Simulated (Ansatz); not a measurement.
A distorted cell of Cu2O (cuprite type, space group Pn-3m):

```
CELL_PARAMETERS angstrom
      4.27748     0.00000     0.00000
      0.00000     4.27748     0.00000
      0.00000     0.00000     4.27748
ATOMIC_POSITIONS crystal
  Cu 0.75000 0.75000 0.75000
  Cu 0.75000 0.25000 0.25000
  Cu 0.25000 0.75000 0.25000
  Cu 0.25000 0.25000 0.75000
  O  0.00000 0.00000 0.00000
  O  0.50000 0.50000 0.50000
```

These are PBE (plane waves to 420 eV, PAW, scalar-relativistic; Ansatz, a first-principles code) values and carry that method's errors. k mesh 8×8×8 (Γ-centred), Fermi-Dirac smearing 0.05 eV. Energies are smeared free energies. Compression counts positive. Cu2O is run without spin polarisation. Cu2O was relaxed with its symmetry unable to fall. The PAW data are Ansatz's earlier set.

### Question
What is the stress tensor (GPa)?

### Answer
```
   1.74     0.00     0.00
   0.00     1.74     0.00
   0.00     0.00     1.74
```
The pressure, a third of the trace, is 1.74 GPa.

### Question
It is the relaxed cell scaled evenly to V/V₀ = 0.985, atoms relaxed where free. What is its energy relative to the relaxed cell?

### Answer
1.1 meV/atom.

(A scan under strain: stresses follow from slopes of the energy per volume, elastic moduli from its curvatures.)
